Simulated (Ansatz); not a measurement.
Relaxed-ion elastic tensor of Nb2InC in space group P6_3/mmc (No. 194; Nb on 4f, In on 2d, C on 2a) in GPa (Voigt order), PBEsol (plane waves, PAW; program Ansatz); density 8.39 g/cm³, 15.48 Å³ per atom.

|  | 1 | 2 | 3 | 4 | 5 | 6 |
|---|---|---|---|---|---|---|
| 1 | 310 | 85.9 | 120 | 0.0 | 0.0 | 0.0 |
| 2 | 85.9 | 310 | 120 | 0.0 | 0.0 | 0.0 |
| 3 | 120 | 120 | 288 | 0.0 | 0.0 | 0.0 |
| 4 | 0.0 | 0.0 | 0.0 | 113 | 0.0 | 0.0 |
| 5 | 0.0 | 0.0 | 0.0 | 0.0 | 113 | 0.0 |
| 6 | 0.0 | 0.0 | 0.0 | 0.0 | 0.0 | 112 |

Q: Is the crystal mechanically stable?

A: Yes: the smallest eigenvalue of C is 112 GPa.

Q: Work out the Voigt, Reuss and Hill averages.

A: K_V = 173, K_R = 173, K_H = 173; G_V = 106, G_R = 105, G_H = 106 GPa.

Q: Give Young's modulus, Poisson's ratio, Pugh's ratio and the universal anisotropy index.

A: E = 9KG/(3K + G) = 263 GPa; ν = 0.25; K/G = 1.64 (brittle by the Pugh limit of 1.75); A_U = 5G_V/G_R + K_V/K_R − 6 = 0.08.

Q: Estimate the sound speeds and the Debye temperature.

A: v_l = √((K + 4G/3)/ρ) = 6120 m/s, v_t = √(G/ρ) = 3550 m/s, mean 3940 m/s; Θ = (h/k)(3n/4πV)^(1/3) v_m = 470 K.

Q: How much does each axis shrink under pressure?

A: Linear compressibilities β_i = Σ_j S_ij (j = 1 to 3): x 2.0, y 2.0, z 1.8 per TPa.

The first step of the workflow began from a Materials Project structure, measured or hypothetical; the Crystallography Open Database copy checked does not list it. Its standing as an ambient phase is unchecked. The PBEsol relaxation kept the symmetry of its start; whether a distortion lowers the energy is not shown. The run is not spin-polarised. As this level gives no gap, shear constants depend on the k-mesh and smearing (Fermi–Dirac, 0.1 eV here).

Potentials: the later of the program's two PAW sets.
